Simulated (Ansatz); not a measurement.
Structure relaxation, CsBS₂

The relaxed structure here is a generated cell of CsBS2: the first start was made by placing the elements on the sites of a structure type, and the end was not matched to a known phase here, so it may be hypothetical.

The start is a generated cell, CsBS2 built in the AFLOW prototype ABC2_hP8_194_d_a_f (as in AlCr2C). The structure is fully relaxed (lattice and positions, P = 0) with r2SCAN (plane waves to 500 eV, PAW, scalar-relativistic; Ansatz, a first-principles code). First-step values are on the input's coarse k-mesh.

Ansatz input (later rounds restart from its end on a renewed k-mesh):
Ansatz 0.2 input:
```yaml
crystal:
  lattice:
    - [4.0174439, 0, 0]
    - [-2.0087219, 3.4792085, 0]
    - [0, 0, 18.0082625]
  atoms:
    - { symbol: Cs, position: [0.33333333, 0.66666667, 0.75] }
    - { symbol: Cs, position: [0.66666667, 0.33333333, 0.25] }
    - { symbol: S, position: [0.33333333, 0.66666667, 0.086] }
    - { symbol: S, position: [0.66666667, 0.33333333, 0.586] }
    - { symbol: S, position: [0.66666667, 0.33333333, 0.914] }
    - { symbol: S, position: [0.33333333, 0.66666667, 0.414] }
    - { symbol: B, position: [0, 0, 0] }
    - { symbol: B, position: [0, 0, 0.5] }
basis: { ecutwfc: 500, ecutrho_ratio: 4, xc_grid: 4, fft_grid_basis: typed }
kpoints: { mp_grid: { grid: [7, 7, 2] } }
hamiltonian:
  xc: r2scan
  dispersion: none
  pseudopotentials: { kind: paw }
scf: { occupations: { method: fermi_dirac, width: 0.05 } }
relax: { f_tol: 0.01, max_steps: 100, cell: { stress_tol: 0.02 } }
output: { forces: true, stress: true }
```

Task: Which atoms feel the largest initial force, and how large is it?

Result: 1.66 eV/Å, on S3, S4, S5, S6 (atoms numbered as listed).

Task: How much energy is released per atom?

Result: 0.79 eV/atom.

Task: How does the volume change?

Result: -38.0 %, from 31.46 to 19.49 Å³/atom.

Task: Is the relaxed structure metallic? Give its gap.

Result: 0.95 eV, indirect (valence top at 44 % of the way from Γ to M, conduction bottom at M) (no spin-orbit coupling).

The space group stays P6₃/mmc (No. 194) (the run could not lower it); the end is AFLOW prototype ABC2_hP8_194_d_a_f (as in AlCr2C), with 8 atoms in the primitive cell. Final values are on a 11×11×3 k-mesh of the relaxed cell. No spin polarisation in the result.

The run could not lower the symmetry of its start; a shaken copy of this end point relaxes with r2SCAN to I-4m2 (No. 119), 0.689 eV/atom lower.
